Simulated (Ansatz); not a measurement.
Ti$_{2}$O under pressure: fit and missing row

Ti$_{2}$O, P-3m1, a = 2.953 Å, c = 4.724 Å. The structure is a COD entry; whether it is the stable form wasn't checked. Ansatz: PBEsol, PAW, 420 eV, Γ-centred 18×18×10 mesh on 3 atoms, Gaussian smearing 0.10 eV; no spin polarisation. Cell and atoms are relaxed at each pressure, and no other structure is tried, so the rows at high pressure may lie past a change of phase.

```tsv
V (Å³/atom)	P (GPa)
?	60.00
10.559	30.06
11.128	15.02
11.455	7.97
11.716	3.00
11.892	-0.02
12.083	-3.05
```

Question: Take V0 = 11.892 Å³/atom, count pressures from its P0 = -0.02 GPa, fit the third-order Birch–Murnaghan form to the other rows, and predict the missing volume.

Answer: With the Eulerian strain f = ½[(V0/V)^(2/3) − 1] and y = (P − P0)/[3f(1 + 2f)^(5/2)], the form is the line y = B0 + 1.5 B0 (B0′ − 4) f. Rows (f, y): 0.04124, 199.4; 0.02263, 198.3; 0.01264, 198.0; 0.00499, 196.8; -0.00528, 196.4. Means f = 0.01524, y = 197.78; Σ(Δf)² = 0.001264, ΣΔfΔy = 0.08375; the slope is their ratio. y = 196.8 + 66.29 f GPa, so B0 = 196.8 GPa and B0′ = 4 + 2 × (66.29)/(3 × 196.8) = 4.22. P = 60.00 GPa is met at f = 0.07118 (y = 201.52), so V = V0 (1 + 2f)^(−3/2) = 9.740 Å³/atom. The run gave 9.732 Å³/atom, so the fit is 0.008 Å³/atom too high, 0.34 % of the span of the series, against an rms of 0.0005 Å³/atom on the fitted rows. The row lies outside the fitted range. The points of y bend away from a line: a fourth-order term fitted to them gives P = 60.05 GPa at this row's volume (the line 60.35, the run 60.00).

Spin polarisation was left out, and a magnetic state may lie lower.